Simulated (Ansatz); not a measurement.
LaC$_{2}$:
```xyz
3
Lattice="-1.9888 2.4021 2.6753 1.9888 -2.4021 2.6753 1.9888 2.4021 -2.6753" Properties=species:S:1:pos:R:3 pbc="T T T"
La     0.0000     0.0000     0.0000
C      0.0000     0.6478     2.6753
C      1.9888     1.7543     0.0000
```

Relaxed with PBEsol. Special points in fractions of this cell's reciprocal vectors: Γ (0.000, 0.000, 0.000); X (0.500, 0.500, -0.500); F2 (0.388, 0.612, -0.388); Σ0 (-0.388, 0.388, 0.388); Y0 (0.452, -0.452, 0.452); U0 (0.548, 0.452, -0.452); R (0.000, 0.500, 0.000); W (0.250, 0.250, 0.250); S (0.500, 0.000, 0.000); T (0.000, 0.000, 0.500).

Problem. List the band energies nearest the Fermi level at these points for PBEsol with spin–orbit coupling (plane waves, PAW; program Ansatz).

Solution. In eV from the Fermi level; about four levels below and three above (degenerate sets whole), none deeper than 8.9 eV; points with the same levels are listed once.

| k | below | above |
|---|---|---|
| Γ | -1.73 -1.73 -0.72 -0.72 | 1.79 1.79 1.91 1.91 1.92 1.92 |
| X | -3.53 -3.53 -3.27 -3.27 | 0.35 0.35 0.97 0.97 |
| F2 | -3.68 -3.68 -3.35 -3.35 | 1.18 1.18 1.55 1.55 |
| Y0 | -3.61 -3.61 -3.30 -3.30 | 0.41 0.41 1.12 1.12 |
| R | -4.58 -4.58 -2.59 -2.59 | 1.05 1.05 1.94 1.94 |
| W | -4.20 -4.20 -3.86 -3.86 | 0.22 0.22 0.71 0.71 |
| S | -4.56 -4.56 -2.53 -2.53 | 0.77 0.77 1.66 1.66 |
| T | -3.10 -3.10 -1.79 -1.79 | 1.00 1.00 2.07 2.07 |

Space group Immm. The first step of the workflow began from a Materials Project structure, measured or hypothetical; the Crystallography Open Database copy checked does not list it. COD files the formula under space group No. 139. Whether it is the stable phase at ambient conditions was not checked. Symmetry was held in the PBEsol relaxation; whether a distortion lowers the energy is not shown.

Potentials: the later of the program's two PAW sets.
